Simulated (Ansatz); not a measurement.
Data:

InSb:
```cif
data_In2Sb2
_chemical_formula_sum 'In2 Sb2'
_space_group_name_H-M_alt 'P 1'
_space_group_IT_number 1
_cell_length_a 4.17345
_cell_length_b 4.17345
_cell_length_c 7.34891
_cell_angle_alpha 90.000
_cell_angle_beta 90.000
_cell_angle_gamma 120.000
loop_
_space_group_symop_operation_xyz
  'x, y, z'
loop_
_atom_site_label
_atom_site_type_symbol
_atom_site_fract_x
_atom_site_fract_y
_atom_site_fract_z
_atom_site_occupancy
In1 In 0.00000 0.00000 0.00000 1
In2 In 0.00000 0.00000 0.50000 1
Sb1 Sb 0.33333 0.66667 0.25000 1
Sb2 Sb 0.66667 0.33333 0.75000 1
```

This is the PBEsol-relaxed structure.

Problem. All from DFT-PBEsol in the program Ansatz with PAW potentials, unless another level is named. Give the electronic character.

Solution. metallic (no gap).

Problem. And the formation energy from the elements (no fitted shifts)?

Solution. 0.032 eV/atom.

Problem. Predict the gap with spin–orbit coupling.

Solution. none (metallic).

Space group P6_3/mmc (NiAs type). The start of the workflow was typed in or built on a structure type; neither database checked (COD, Materials Project) lists it. It is not the phase usual at ambient conditions (space group No. 216). The PBEsol relaxation kept the symmetry of its start; its stability against distortions is not shown here. The references are the lowest solids computed at this level, not always the standard phases. Scalar-relativistic: spin–orbit coupling is off unless named, which matters more the heavier the elements.

Potentials: the earlier of the program's two PAW sets. The files were generated under PBE; for other functionals the program regenerates the frozen cores, and for LDA and PBEsol the local potential too.
